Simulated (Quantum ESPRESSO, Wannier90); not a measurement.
AgI (zinc blende): Wannier90 run

```xyz
2
Lattice="0.0000 3.2821 3.2821 3.2821 0.0000 3.2821 3.2821 3.2821 0.0000" Properties=species:S:1:pos:R:3 pbc="T T T"
Ag     0.0000     0.0000     0.0000
I      1.6410     1.6410     1.6410
```

Cell from Materials Project (mp-22925), symmetrised, no further relaxation. COD (Crystallography Open Database) has the formula in 2 space groups, this one among them (matched by group alone). Method: PBE plane waves in Quantum ESPRESSO 7.5 (PseudoDojo norm-conserving files, 66 Ry, no spin polarisation, no spin-orbit coupling), Bloch states on a 8×8×8 mesh through Γ, Wannier90 4.0.1. Density: 8×8×8 mesh, cold smearing 0.01 Ry. Spin-orbit coupling is left out although heavy elements are present.

Band 5 is isolated and gives one Wannier function a cell (I2 5s 91 %, Ag1 5s 6 %; spread 1.36 Å²). Its on-site energy is ε = -12.375 eV relative to the valence-band maximum, and its hoppings t(R) = t(−R) to the nearer images are (images within this range that aren't listed have |t| under 5 meV):

| R (lattice vectors; −R alike) | distance (Å) | t (eV) |
|---|---|---|
| 0 0 1 | 4.64 | -0.022 |
| 0 1 -1 | 4.64 | -0.022 |
| 0 1 0 | 4.64 | -0.022 |
| 1 -1 0 | 4.64 | -0.022 |
| 1 0 -1 | 4.64 | -0.022 |
| 1 0 0 | 4.64 | -0.022 |

Q: Work out the band energy at Γ, X, U, K from these numbers.

A: For one orbital E(k) = ε + Σ_R 2 t(R) cos(2π k·R), the sum over the listed R.
- Γ, k = (0.000, 0.000, 0.000): E = -12.375 + (-0.022)·(12.00) = -12.64 eV; pw.x: -12.64 eV
- X, k = (-0.500, -0.500, 0.000): E = -12.375 + (-0.022)·(-4.00) = -12.29 eV; pw.x: -12.29 eV
- U, k = (-0.375, -0.375, 0.250): E = -12.375 + (-0.022)·(-3.66) = -12.29 eV; pw.x: -12.29 eV
- K, k = (-0.375, 0.000, 0.375): E = -12.375 + (-0.022)·(-3.66) = -12.29 eV; pw.x: -12.29 eV

At these points the listed shells miss the plane-wave band by up to 0.00 eV, of a width of 0.35 eV on the path. With all its hoppings the model misses the band by 0.1 meV at worst on the whole path; the listed shells hold nearly all of the dispersion.
